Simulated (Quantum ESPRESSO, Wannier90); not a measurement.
Tight-binding from DFT: Mg2Ge (anti-fluorite)

```xyz
3
Lattice="0.0000 3.1843 3.1843 3.1843 0.0000 3.1843 3.1843 3.1843 0.0000" Properties=species:S:1:pos:R:3 pbc="T T T"
Mg    -1.5921    -1.5921    -1.5921
Mg     1.5921     1.5921     1.5921
Ge     0.0000     0.0000     0.0000
```

Structure: Materials Project mp-408, symmetrised, not relaxed again. COD (Crystallography Open Database) has an entry of this formula and space group (matched by these alone). Method: LDA plane waves in Quantum ESPRESSO 7.5 (PseudoDojo norm-conserving files, 68 Ry, no spin polarisation, no spin-orbit coupling), Bloch states on a 8×8×8 mesh through Γ, Wannier90 4.0.1. Density: 8×8×8 mesh, cold smearing 0.01 Ry. Spin-orbit coupling, left out, would split the p-like bands by a few tenths of an eV. The gap is small at this level and was sampled on the meshes and a path alone.

Valence charges of the files: Mg 10, Ge 14. 34 bands were computed.

Isolated groups of bands, relative to the valence-band maximum (bands from 18 on overlap up to the last one computed):

| bands | from (eV) | to (eV) | filling | weight on atomic waves |
|---|---|---|---|---|
| 1–2 | -75.50 | -75.50 | filled | Mg 2s 99 % |
| 3–8 | -42.92 | -42.89 | filled | Mg 2p 100 % |
| 9–13 | -23.81 | -23.79 | filled | Ge 3d 100 % |
| 14 | -9.82 | -8.11 | filled | Ge 4s 74 %, Mg 3s 23 % |
| 15–17 | -4.88 | 0.00 | filled | Ge 4p 75 %, Mg 3s 16 % |

Wanted is a model with the orbitals Mg s p, Ge s p, without the filled groups that are mainly made of other shells (semicore states, and anion s where it isn't named); all higher bands stay in for disentanglement.

Task: Give num_wann, exclude_bands and num_bands, and the number of electrons that the model holds.

Result: Electrons: 2×10 + 1×14 = 34, which fill 17 bands.
num_wann = 2×4 + 1×4 = 12.
exclude_bands = 1-13, 13 bands, so num_bands = 34 − 13 = 21.
The model holds 34 − 2×13 = 8 electrons. With the window frozen to 1.63 eV it follows pw.x to 6.6 meV rms (states up to 1.1 eV relative to the valence-band maximum).
